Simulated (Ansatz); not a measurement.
SnS:
```
CELL_PARAMETERS angstrom
      3.75765     0.00000     0.00000
      0.00000     3.75765     0.00000
      0.00000     0.00000     7.86774
ATOMIC_POSITIONS crystal
  Sn 0.00000 0.50000 0.00000
  Sn 0.50000 0.00000 0.50000
  S  0.00000 0.00000 0.25000
  S  0.00000 0.00000 0.75000
```

Relaxed with PBE. Special points in fractions of this cell's reciprocal vectors: Γ (0.000, 0.000, 0.000); X (0.000, 0.500, 0.000); M (0.500, 0.500, 0.000); Z (0.000, 0.000, 0.500); R (0.000, 0.500, 0.500); A (0.500, 0.500, 0.500).

Question: List the band energies nearest the Fermi level at these points for the program Ansatz at the PBE level (PAW).

Answer: In eV from the Fermi level; about four levels below and three above (degenerate sets whole), none deeper than 8.9 eV; points with the same levels are listed once.

```tsv
k	below	above
Γ	-2.24 -2.24 -1.25 -1.25	0.80 2.32 2.97 2.97
X	-2.57 -1.80 -1.65 -1.02	1.18 4.05 4.09
M	-1.75 -1.09 -0.69 -0.69	0.00 1.74 4.10
Z	-1.59 -1.59 -0.97 -0.97	3.42 3.42 4.10 4.10
R	-1.75 -1.11 -0.99 -0.75	0.36 2.68 4.10
A	-0.64 -0.64 -0.27 -0.27	3.44 3.44 4.64 4.64
```

Space group P4_2/mmc. The cell is a constructed one: a structure type filled with these elements; neither database checked (COD, Materials Project) lists it. It is not the phase usual at ambient conditions (space group No. 62). The cell was relaxed with PBE under the symmetry of its start; its stability against distortions is not shown here. Scalar-relativistic: spin–orbit coupling is off unless named, which matters more the heavier the elements.

Potentials: the later of the program's two PAW sets.
